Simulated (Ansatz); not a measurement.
input.yaml (Ansatz)

```yaml
crystal:
  lattice:
    - [3.195482737, 0.0, 0.0]
    - [-1.5977413685, 2.7673692276, 0.0]
    - [0.0, 0.0, 5.2182233095]
  atoms:
    - { symbol: Hg, position: [0.3333333333, 0.6666666667, 0.25] }
    - { symbol: Hg, position: [0.6666666667, 0.3333333333, 0.75] }
hamiltonian:
  xc: lda
  pseudopotentials:
    kind: paw
    azcp:
      Hg: "pseudopotentials/Hg.paw.azcp"
basis:
  ecutwfc: 420
  fft_grid_basis: typed
kpoints:
  mp_grid: { grid: [11, 11, 6], shift: [0, 0, 0] }
magnetization:
  spin_polarized: false
scf:
  occupations: { method: fermi_dirac, width: 0.1 }
relax:
  max_steps: 60
  f_tol: 0.01
  cell: {}
```

Output

```
Warning: the record states the generating functional pbe (its physics header spells it `PBE`), which answers neither for hamiltonian.xc's functional nor for the lda family's — results may be inconsistent (PPs are generated against a specific XC)
Engine: ansatz 0.2.0, aarch64-unknown-linux-gnu
Pseudopotentials: kind: paw
Pseudopotential: Hg, paw, valence charge 20, recommended cutoff 420 eV (normal) 
Functional definition: SPW92
  exchange = slater_x
  correlation = pw_c
Crystal: 2 atoms, lattice volume = 46.145 Å³
Basis set: ecut = 420 eV, 917 PW (Γ)
Bands: 24, of which v1, the nominal top of the filled ones, is band 20 counted from 1 (19 counted from 0)
Symmetry: 24 space group operations
Space group: P63/mmc (ITA 194), of the structure as read, at distance tolerance 3.6e-5 Å
k-points: 64 of 726
Non-local potential: Hg, projectors of the file, l = 0: 3, l = 1: 2, l = 2: 2, l = 3: 1
PAW form: soft (Blöchl's): semilocal exchange-correlation on the pseudo side does not see the compensation charge
PAW frozen core: Hg, regenerated for the run's functional, and the local potential with it (the file was generated under x = pbe(κ = 0.804, μ = 0.2195149727645171), c = pbe(β = 0.06672455060314922))
PAW one-centre angular grid: Hg, 590 points (default); XC on 64 Gauss nodes
Initial density: superposition of atomic densities (neutral atoms: chi_scale 0, normalization atom), corrected by the library's trained network
Initial wavefunctions: pseudopotential atomic-orbital guess
Functional: x = slater, c = lda
SCF iter   1: F=—  HF=-27044.801891 eV  |F-HF|=—  |Δ(HF+E_count)|=         —  Δρ=5.88e-3  dr2=8.18e-3  ethr=1.77e-3  ⟨swp⟩=5.2  Hψ=5830  notcnv=0
SCF iter   2: F=—  HF=-27044.800445 eV  |F-HF|=—  |Δ(HF+E_count)|=   1.45e-3  Δρ=2.88e-3  dr2=1.30e-3  ethr=2.04e-5  ⟨swp⟩=2.1  Hψ=2610  notcnv=0
SCF iter   3: F=—  HF=-27044.800120 eV  |F-HF|=—  |Δ(HF+E_count)|=   3.26e-4  Δρ=6.75e-4  dr2=5.90e-5  ethr=3.25e-6  ⟨swp⟩=2.0  Hψ=2196  notcnv=0
SCF iter   4: F=—  HF=-27044.800124 eV  |F-HF|=—  |Δ(HF+E_count)|=   4.22e-6  Δρ=7.17e-5  dr2=3.09e-6  ethr=1.47e-7  ⟨swp⟩=2.0  Hψ=2629  notcnv=0
SCF iter   5: F=—  HF=-27044.800124 eV  |F-HF|=—  |Δ(HF+E_count)|=   1.49e-7  Δρ=2.67e-5  dr2=3.41e-7  ethr=7.73e-9  ⟨swp⟩=2.4  Hψ=2336  notcnv=0
SCF iter   6: F=-27044.800124 eV  HF=-27044.800124 eV  |F-HF|=6.38e-9  |Δ(HF+E_count)|=   1.42e-8  Δρ=6.23e-6  dr2=1.78e-8  ethr=2.50e-10  ⟨swp⟩=4.0  Hψ=5122  notcnv=0
SCF 1 converged in 6 iterations: F = -27044.800124 eV  dr2 = 1.78e-8
relax step   1: F+E_penalty+E_count = -27044.80012396 eV  Δ(F+E_penalty+E_count) = +0.000e0 eV  max|allowed force component| = 6.014e-17 eV/Å  Δτ_max = 0.0000 Å  P = -1.596 GPa  Ω = 46.145 Å³  (6 SCF iters, dr2 threshold 1.00e-7 eV, accepted)
Crystal: 2 atoms, lattice volume = 44.498 Å³
...
Initial wavefunctions: pseudopotential atomic-orbital guess (no wavefunctions were taken with the density)
iter 1 solved again at ethr=2.37e-9 eV; its pass at ethr=3.10e-3 eV (dr2=9.49e-7 eV) is discarded
SCF iter   1: F=—  HF=-27044.812155 eV  |F-HF|=—  |Δ(HF+E_count)|=         —  Δρ=1.05e-4  dr2=7.27e-7  ethr=2.37e-9  ⟨swp⟩=4.8  Hψ=11142  notcnv=0
SCF iter   2: F=—  HF=-27044.812154 eV  |F-HF|=—  |Δ(HF+E_count)|=   4.35e-7  Δρ=5.47e-5  dr2=2.02e-7  ethr=1.82e-9  ⟨swp⟩=2.0  Hψ=2631  notcnv=0
SCF iter   3: F=—  HF=-27044.812154 eV  |F-HF|=—  |Δ(HF+E_count)|=   3.29e-8  Δρ=5.89e-6  dr2=6.36e-9  ethr=5.04e-10  ⟨swp⟩=2.0  Hψ=2720  notcnv=0
SCF iter   4: F=—  HF=-27044.812154 eV  |F-HF|=—  |Δ(HF+E_count)|=  4.44e-10  Δρ=1.26e-6  dr2=7.99e-10  ethr=1.59e-11  ⟨swp⟩=2.3  Hψ=2308  notcnv=0
SCF iter   5: F=—  HF=-27044.812154 eV  |F-HF|=—  |Δ(HF+E_count)|=  1.75e-10  Δρ=2.64e-7  dr2=2.95e-11  ethr=2.00e-12  ⟨swp⟩=2.6  Hψ=2355  notcnv=0
SCF iter   6: F=-27044.812154 eV  HF=-27044.812154 eV  |F-HF|=7.28e-12  |Δ(HF+E_count)|=  7.28e-12  Δρ=4.79e-8  dr2=6.07e-13  ethr=1.00e-12  ⟨swp⟩=5.0  Hψ=6402  notcnv=0
SCF 6 converged in 6 iterations: F = -27044.812154 eV  dr2 = 6.07e-13
relax step   6: F+E_penalty+E_count = -27044.81215449 eV  Δ(F+E_penalty+E_count) = +4.679e-4 eV  max|allowed force component| = 2.053e-17 eV/Å  Δτ_max = 0.0000 Å  P = -0.000 GPa  Ω = 44.374 Å³  stress off target by 2.39e-2 GPa  SCF on the basis re-selected at this cell (its energy is not comparable with the rows above)  (6 SCF iters)
basis re-selected at this cell: Δ(F+E_penalty+E_count) = +4.679e-4 eV, ΔP = +0.003 GPa vs the last step (what re-selecting the basis moved, of the pressure what is left beyond the Pulay correction that the steps carried, after the strain that the cell walked since its last selection, with what the two solves' SCF thresholds leave and, on support functions, any second-order correction that the steps lacked; it is no measure of the basis error at this ecutwfc). This SCF's stress stands 2.39e-2 GPa from its target on what of the cell is left free (relax.cell.stress_tol is 5.00e-2 GPa) and its largest allowed force component is 2.05e-17 eV/Å (relax.f_tol is 1.00e-2 eV/Å): within both
SCF converged after 6 iterations
Free energy (F): -27044.812154 eV
Harris-Foulkes:  -27044.812154 eV  (|F-HF|=7.28e-12)
Internal energy: -27044.790083 eV  (E = F + TS)
E sigma→0 (E₀):  -27044.801119 eV
Entropy (-TS):   -0.022071 eV (-11.036 meV/atom)
Fermi energy:    15.611227 eV
--- Per-component energies (eV) ---
  E_band       = -742.926860
  E_kinetic    = 1210.634366
  E_local      = -4804.496861  (includes V_loc(G=0)·N_el)
  E_nonlocal   = 160.350367
  E_hartree    = 2056.567870
  E_xc         = -439.098815
  E_vxc        = -525.520339  (∫ρ·V_xc dr)
  E_paw        = -19310.886080  (= ΣΔE_a)
  E_vpaw       = -897.031873  (= ΣTr[D̂ρ^β])
  E_aug_tail   = 0.001700  (compensation charges beyond the density's cutoff)
  E_ewald      = -5919.014815
  E_core_change = 1.152185  (= ΣΔE_core)
  E_smearing   = -0.022071  (= −TS)
  E_closure    = -0.000000  (closes the sum)
  Σ components = -27044.812154   (vs F -27044.812154, Δ=0.00e0)
--- Forces (eV/Å), atoms counted from 1 ---
  atom   1  Hg     0.00000000     0.00000000    -0.00000000
  atom   2  Hg    -0.00000000    -0.00000000     0.00000000
  max |Σ_I F_I| component: 5.78e-19 eV/Å
--- Stress (GPa, compression-positive) ---
        0.011753      -0.000000      -0.000000
       -0.000000       0.011753       0.000000
       -0.000000       0.000000      -0.023884
  P = ⅓ Tr σ = -0.0001 GPa (-0.001 kbar)
--- Relaxed structure (5 steps of the walk, 5 accepted, 1 SCFs on fresh bases) ---
  F+E_penalty+E_count = -27044.81215449 eV   max|allowed force component| = 2.053e-17 eV/Å   (the final SCF, on the basis selected at the relaxed cell)
  cell:  # Å, volume = 44.3742 Å³
    - [3.114378986334661, 1.0001719862817998e-32, 7.699339099484209e-19]
    - [-1.5571894931673305, 2.6971313191782453, -3.84966954974214e-19]
    - [1.2573020749399497e-18, -7.471763733366626e-33, 5.282717112464764]
  atoms:
    - { symbol: Hg, position: [0.33333333333333326, 0.6666666666666665, 0.25] }
    - { symbol: Hg, position: [0.6666666666666665, 0.33333333333333326, 0.7500000000000001] }
```
